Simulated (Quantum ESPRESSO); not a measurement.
# Quadrupole interaction in Sr$_{2}$TiSnO$_{6}$ (changed cell)

```
SnSr2TiO6
1.0
    0.00000     4.06956     3.94868
    4.06956     0.00000     3.94868
    4.06956     4.06956     0.00000
Sr Ti Sn O
2 1 1 6
Direct
  0.25000   0.25000   0.25000
  0.75000   0.75000   0.75000
  0.50000   0.50000   0.50000
  0.00000   0.00000   0.00000
  0.74451   0.25549   0.25549
  0.25549   0.74451   0.74451
  0.25549   0.74451   0.25549
  0.74451   0.25549   0.74451
  0.25634   0.25634   0.74366
  0.74366   0.74366   0.25634
```
The cell was made here from a computed Materials Project entry: strained by -2 % along the cube axis and by +1 % across it, atoms relaxed (PBE without dispersion, pw.x of a modified build of Quantum ESPRESSO, symmetry kept). The parent is Sr2TiSnO6 in Fm-3m; whether this form has been observed was not checked. Stability against distortions was not tested. The run has no spin polarisation.

Convention: |Vzz| is the largest principal value, η_Q = (Vxx − Vyy)/Vzz, |C_Q| = |eQVzz/h|. Cores are frozen. Against all-electron runs on small test molecules, this scheme's |Vzz| missed by −2 to +6 % on O. Sr, Ti, Sn had no test against all-electron runs. Spin–orbit coupling is left out, a limit on Sn. The structure is static (0 K, no zero-point motion).

Quadrupole moments taken as inputs (sizes, barn, from the tables of PySCF and pymatgen): ⁸⁷Sr 0.305, ⁴⁷Ti 0.302, ¹⁷O 0.0256.

What do the calculations give at each independent site (field gradients by PBE PAW (JTH datasets; density from pw.x of Quantum ESPRESSO, gradients reconstructed from it by a script), 22.5 Ha, k-mesh 5×5×5 through Γ)?


```csv
site,site symmetry,Vzz (a.u.),η_Q,∣C_Q∣ (MHz)
"Sr (atoms 1, 2)",-4m2,-0.038,0.00,2.71 (⁸⁷Sr)
Ti (atom 3),4/mmm,-0.336,0.00,23.9 (⁴⁷Ti)
Sn (atom 4),4/mmm,-0.458,0.00,–
"O1 (atoms 5, 6, 7, 8)",m2m,0.610,0.16,3.67 (¹⁷O)
"O2 (atoms 9, 10)",4mm,0.564,0.00,3.39 (¹⁷O)
```
